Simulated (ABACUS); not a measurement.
A self-consistent single point of AlN (P6_3mc, 8 atoms in the cell; from Materials Project mp-661, changed as shown) with ABACUS.

Level of theory: PBE, numerical atomic orbitals DZP (confined pseudo-atomic orbitals with Gaussian additions; energy shift 0.01 Ry), PseudoDojo 0.5 standard norm-conserving PBE (tails mended) pseudopotentials in ABACUS.

The change in words: lattice scaled by 0.98. Reference geometry (P6_3mc):
```xyz
8
Lattice="3.1286 0.0000 0.0000 0.0000 5.4189 0.0000 0.0000 0.0000 5.0170" Properties=species:S:1:pos:R:3 pbc="T T T"
Al     1.5643     0.9031     2.5049
Al     0.0000     1.8063     5.0134
Al     0.0000     3.6126     2.5049
Al     1.5643     4.5157     5.0134
N      1.5643     0.9031     4.4185
N      0.0000     1.8063     1.9100
N      0.0000     3.6126     4.4185
N      1.5643     4.5157     1.9100
```

Reference input (self-consistent single point, DFT, PBE, numerical atomic orbitals DZP (confined pseudo-atomic orbitals with Gaussian additions; energy shift 0.01 Ry), PseudoDojo 0.5 standard norm-conserving PBE (tails mended) pseudopotentials): basis = DZP numerical atomic orbitals, energy shift 0.01 Ry; KPT = Gamma 12 6 8 0 0 0; basis_type = lcao; ecutwfc = 100 Ry; smearing_method = fd; smearing_sigma = 0.00146997 Ry; potentials = PseudoDojo 0.5 standard norm-conserving PBE (tails mended); symmetry = 1; symmetry_prec = 1e-05; ks_solver = genelpa; scf_nmax = 100; scf_thr = 1.0e-07. This run's input differs from it in these lines:

```diff
@@ -31,8 +31,8 @@
 LATTICE_CONSTANT
-5.912178
+5.793934
 
 LATTICE_VECTORS
-   1.0000000433    0.0000000000    0.0000000000
-   0.0000000000    1.7320509350    0.0000000000
-   0.0000000000    0.0000000000    1.6035850711
+   1.0000000541    0.0000000000    0.0000000000
+   0.0000000000    1.7320509165    0.0000000000
+   0.0000000000    0.0000000000    1.6035852581
```

Output, abridged:

```
 SELF-CONSISTENT
 -------------------------------------------

                  longest orb rcut (Bohr) = 8
   longest nonlocal projector rcut (Bohr) = 1.78
                     search radius (Bohr) = 19.6

                          real space grid = [ 40, 64, 60 ]
                                 init_chg = atomic

 LCAO ALGORITHM --------------- ION=   1  ELEC=   1--------------------------------

 Density error is 0.291665986245
 E_KohnSham     -101.3549473294      -1379.0048041694
 E_Fermi        0.6117842396         8.3237516056

 LCAO ALGORITHM --------------- ION=   1  ELEC=   2--------------------------------

   [... lines left out ...]

   [... 5 blocks of this kind left out ...]

 LCAO ALGORITHM --------------- ION=   1  ELEC=   8--------------------------------

 Density error is 1.97348034801e-07
 E_KohnSham     -102.2120388753      -1390.6661329010
 E_Fermi        0.7164347710         9.7475951303

 LCAO ALGORITHM --------------- ION=   1  ELEC=   9--------------------------------

 Density error is 4.40253399491e-08
 E_KohnSham     -102.2120388753      -1390.6661329010
 E_KS(sigma->0) -102.2120388753      -1390.6661329010
 E_entropy(-TS) 0.0000000000         0.0000000000
 E_Fermi        0.7164347779         9.7475952254
 charge density convergence is achieved
 final etot is -1390.6661329 eV
 EFERMI = 9.7475952254 eV

 STATE ENERGY(eV) AND OCCUPATIONS    NSPIN == 1
   [... 23 lines left out ...]

 TOTAL-FORCE (eV/Angstrom)
                       Al1         0.0000000000         0.0000744958        -0.0282092855
                       Al2         0.0000000000        -0.0000744958        -0.0282092855
                       Al3         0.0000000000         0.0000744958        -0.0282092855
                       Al4         0.0000000000        -0.0000744958        -0.0282092855
                        N1         0.0000000000        -0.0003733033         0.0282092855
                        N2         0.0000000000         0.0003733033         0.0282092855
                        N3         0.0000000000        -0.0003733033         0.0282092855
   [... lines left out ...]

 TOTAL-STRESS (KBAR)
       156.1586785468         0.0000000000         0.0000000000
         0.0000000000       156.3177130523         0.0000000000
         0.0000000000         0.0000000000       149.4890875587
 TOTAL-PRESSURE: 153.988493 KBAR

 --------------------------------------------
 !FINAL_ETOT_IS -1390.6661329010228201 eV
 --------------------------------------------
```

The run converged in 9 iterations. Against the reference run the free energy goes up by 32.7 meV/atom, the pressure goes from 1.98 to 15.40 GPa and the gap on the mesh goes from 4.170 to 4.734 eV.

The atom-centred basis is finite, which shifts total energies, pressures and gaps against plane waves. The structure comes from a collection of computed structures, made at another level of theory; the collection holds predicted forms beside known ones.

Cost on one core: about 20 core-seconds (a rough figure).

The atomic orbitals were generated for these runs; they are not ABACUS's published sets and were checked against plane waves on a few crystals only.

“Tails mended”: in these copies of the files the far tail of each local potential was reset to the Coulomb form.
